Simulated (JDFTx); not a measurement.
Input for JDFTx (a modified build): Hg, charge +1, multiplicity 2, vacuum; lengths in bohr, energies in hartree. JDFTx counts charge in electrons: elec-initial-charge is the number of excess electrons.

```
lattice \
  18.8972612463 0.0000000000 0.0000000000 \
  0.0000000000 18.8972612463 0.0000000000 \
  0.0000000000 0.0000000000 18.8972612463
coords-type Cartesian
ion Hg 0.0000000000 0.0000000000 0.0000000000 0
ion-species pseudo/hg_pbe_v1.upf
core-overlap-check none
elec-cutoff 20 100
elec-ex-corr gga-PBE
symmetries none
coulomb-interaction Isolated
coulomb-truncation-embed 0 0 0
elec-n-bands 6
spintype z-spin
elec-initial-magnetization 1 yes
elec-initial-charge -1
electronic-scf nIterations 100 energyDiffThreshold 1e-08
dump-name s0.$VAR
dump End State Ecomponents EigStats BandEigs Forces ElecDensity IonicPositions
```

The minimisation and the closing blocks of the log:

```
Will mix electronic density at each iteration.
SCF: Cycle:  0   Etot: -42.824269966600276   dEtot: +2.475e-03   |Residual|: 1.215e-01   |deigs|: 3.705e-03
SCF: Cycle:  1   Etot: -42.842862654502866   dEtot: -1.859e-02   |Residual|: 2.321e-02   |deigs|: 4.123e-02
SCF: Cycle:  2   Etot: -42.843028538163360   dEtot: -1.659e-04   |Residual|: 1.549e-02   |deigs|: 6.262e-03
SCF: Cycle:  3   Etot: -42.843100803556588   dEtot: -7.227e-05   |Residual|: 4.109e-03   |deigs|: 9.794e-03
SCF: Cycle:  4   Etot: -42.843125090271663   dEtot: -2.429e-05   |Residual|: 2.607e-03   |deigs|: 2.478e-03
SCF: Cycle:  5   Etot: -42.843128686253664   dEtot: -3.596e-06   |Residual|: 1.629e-03   |deigs|: 3.190e-03
SCF: Cycle:  6   Etot: -42.843129846003251   dEtot: -1.160e-06   |Residual|: 9.300e-04   |deigs|: 1.014e-03
SCF: Cycle:  7   Etot: -42.843131402430870   dEtot: -1.556e-06   |Residual|: 7.637e-04   |deigs|: 9.528e-04
SCF: Cycle:  8   Etot: -42.843133071628337   dEtot: -1.669e-06   |Residual|: 3.699e-04   |deigs|: 5.715e-04
SCF: Cycle:  9   Etot: -42.843134277135718   dEtot: -1.206e-06   |Residual|: 2.973e-04   |deigs|: 2.900e-04
SCF: Cycle: 10   Etot: -42.843135386104791   dEtot: -1.109e-06   |Residual|: 1.933e-04   |deigs|: 1.306e-04
SCF: Cycle: 11   Etot: -42.843135552513196   dEtot: -1.664e-07   |Residual|: 1.483e-04   |deigs|: 1.135e-04
SCF: Cycle: 12   Etot: -42.843135600904233   dEtot: -4.839e-08   |Residual|: 8.941e-05   |deigs|: 7.976e-05
SCF: Cycle: 13   Etot: -42.843135609344422   dEtot: -8.440e-09   |Residual|: 5.449e-05   |deigs|: 2.681e-05
SCF: Cycle: 14   Etot: -42.843135613068910   dEtot: -3.724e-09   |Residual|: 3.577e-05   |deigs|: 5.718e-06
SCF: Converged (|Delta E|<1.000000e-08 for 2 iters).

# Ionic positions in cartesian coordinates:
ion Hg   0.000000000000000   0.000000000000000   0.000000000000000 0

# Forces in Cartesian coordinates:
force Hg   0.000000279389799   0.000000727702080  -0.000000116446608 0

# Energy components:
       EH =       36.2775665579823396
     Eloc =      -88.0206451214741890
      Enl =        6.4969473322941482
      Exc =      -19.2420179425140709
 Exc_core =       10.6536900460255595
       KE =       10.9913235146173047
-------------------------------------
     Etot =      -42.8431356130689096


	eMin: -0.697904 at state 0 ( [ +0.000000 +0.000000 +0.000000 ] spin 1 )
	HOMO: -0.555942 at state 0 ( [ +0.000000 +0.000000 +0.000000 ] spin 1 )
```

The run took 15 electronic cycles; the highest occupied level lies at -15.13 eV from the vacuum level.
